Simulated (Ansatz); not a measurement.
Ti₃AlC₂ in space group P6_3/mmc (No. 194; Ti on 4f, Ti on 2a, Al on 2b, C on 4f) at seven volumes, PBEsol in the plane-wave PAW code Ansatz, shape and atoms relaxed at each. One row is withheld.

```csv
V (Å³/atom),P (GPa)
11.304,?
11.677,11.83
12.050,5.45
12.422,0.00
12.795,-4.62
13.168,-8.52
13.540,-11.79
```

**Question.** Fit the shown pressures and predict the withheld one.

**Answer.** Third-order Birch–Murnaghan: P = (3/2)B₀(x^(7/2) − x^(5/2))[1 + (3/4)(B′ − 4)(x − 1)] with x = (V₀/V)^(2/3). Least squares on the six rows gives V₀ = 12.422 Å³/atom, B₀ = 166.4 GPa, B′ = 4.53. At V = 11.304, x = 1.0649 and P = 19.44 GPa. The run itself gave 19.32 GPa.

The workflow started from a Materials Project entry (that database holds measured and hypothetical structures alike); the Crystallography Open Database files this formula in space group No. 194, but the cells were not matched. Whether it is the stable phase at ambient conditions was not checked. Symmetry was held in the PBEsol relaxation; whether a distortion lowers the energy is not shown. The run is not spin-polarised.

Potentials: the earlier of the program's two PAW sets. The files were generated under PBE; for other functionals the program regenerates the frozen cores, and for LDA and PBEsol the local potential too.
